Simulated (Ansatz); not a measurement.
SnS:
```
CELL_PARAMETERS angstrom
      8.01205     0.00000     0.00000
      0.00000     3.96684     0.00000
      0.00000     0.00000     5.85270
ATOMIC_POSITIONS crystal
  Sn 0.60911 0.25000 0.68863
  Sn 0.10911 0.25000 0.81137
  Sn 0.39089 0.75000 0.31137
  Sn 0.89089 0.75000 0.18863
  S  0.66751 0.25000 0.13181
  S  0.16751 0.25000 0.36819
  S  0.33249 0.75000 0.86819
  S  0.83249 0.75000 0.63181
```

Relaxed with plane-wave PAW PBEsol (Ansatz code). Indices refer to the conventional cell of Pnma, a = 8.0121 Å, b = 3.9668 Å, c = 5.8527 Å, α = β = γ = 90.00°.

Q: Simulate the powder diffraction pattern (neutron, λ = 1.5401 Å; lines above 1 %) up to 2θ = 90°.

A: Simulated powder pattern, neutron, λ = 1.5401 Å (kinematic, ideal powder, no thermal factors, coherent scattering alone; the 30 strongest lines at most, above 1 %, up to 2θ = 90°):

| 2θ (°) | d (Å) | I/Imax (%) | hkl |
|---|---|---|---|
| 26.94 | 3.306 | 28 | (201) |
| 27.13 | 3.284 | 25 | (011) |
| 30.51 | 2.926 | 16 | (002) |
| 31.71 | 2.819 | 100 | (210) |
| 32.54 | 2.749 | 35 | (102) |
| 35.30 | 2.540 | 11 | (211) |
| 39.85 | 2.259 | 41 | (112) |
| 44.58 | 2.030 | 31 | (212) |
| 45.22 | 2.003 | 18 | (400) |
| 45.69 | 1.983 | 29 | (020) |
| 51.69 | 1.766 | 27 | (312) |
| 53.53 | 1.710 | 20 | (411) |
| 53.84 | 1.701 | 16 | (221) |
| 55.94 | 1.642 | 11 | (022) |
| 57.21 | 1.608 | 26 | (122) |
| 63.46 | 1.464 | 21 | (313) |
| 66.24 | 1.409 | 20 | (420) |
| 66.81 | 1.399 | 11 | (322) |
| 68.39 | 1.370 | 13 | (421) |
| 69.38 | 1.353 | 19 | (114) |
| 71.76 | 1.314 | 11 | (223) |
| 74.67 | 1.270 | 12 | (422) |
| 75.65 | 1.256 | 24 | (230) |
| 76.91 | 1.238 | 14 | (503) |
| 77.00 | 1.237 | 19 | (611) |
| 80.52 | 1.192 | 14 | (132) |
| 82.76 | 1.165 | 11 | (124) |
| 83.72 | 1.154 | 12 | (232) |
| 87.67 | 1.112 | 14 | (115) |
| 89.03 | 1.098 | 13 | (332) |

Symmetry was held in the PBEsol relaxation; of distortions, only those at the zone centre were tested. The volume moved by 38 % from the start of the relaxation. Scalar-relativistic: spin–orbit coupling is off unless named, which matters more the heavier the elements.

Potentials: the later of the program's two PAW sets.
